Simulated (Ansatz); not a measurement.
YAu (CsCl type, space group No. 221) at seven volumes, DFT-LDA in the program Ansatz with PAW potentials, scaled uniformly. One row is withheld.

```json
[
 {"V (Å³/atom)": "19.749", "P (GPa)": "12.18"},
 {"V (Å³/atom)": "20.400", "P (GPa)": "7.46"},
 {"V (Å³/atom)": "21.051", "P (GPa)": "3.43"},
 {"V (Å³/atom)": "21.702", "P (GPa)": "0.00"},
 {"V (Å³/atom)": "22.354", "P (GPa)": "-2.92"},
 {"V (Å³/atom)": "23.005", "P (GPa)": "?"},
 {"V (Å³/atom)": "23.656", "P (GPa)": "-7.50"}
]
```

**Question.** Fit the shown pressures and predict the withheld one.

**Answer.** Third-order Birch–Murnaghan: P = (3/2)B₀(x^(7/2) − x^(5/2))[1 + (3/4)(B′ − 4)(x − 1)] with x = (V₀/V)^(2/3). Least squares on the six rows gives V₀ = 21.703 Å³/atom, B₀ = 105.1 GPa, B′ = 4.37. At V = 23.005, x = 0.9619 and P = -5.39 GPa. The run itself gave -5.40 GPa.

Space group Pm-3m (CsCl type). The workflow started from a Materials Project entry (that database holds measured and hypothetical structures alike); the Crystallography Open Database files this formula in space group No. 221, but the cells were not matched. Its standing as an ambient phase is unchecked. The LDA relaxation kept the symmetry of its start; its stability against distortions is not shown here. No spin polarisation was allowed. Spin–orbit coupling is left out wherever it is not named.

Potentials: the later of the program's two PAW sets.
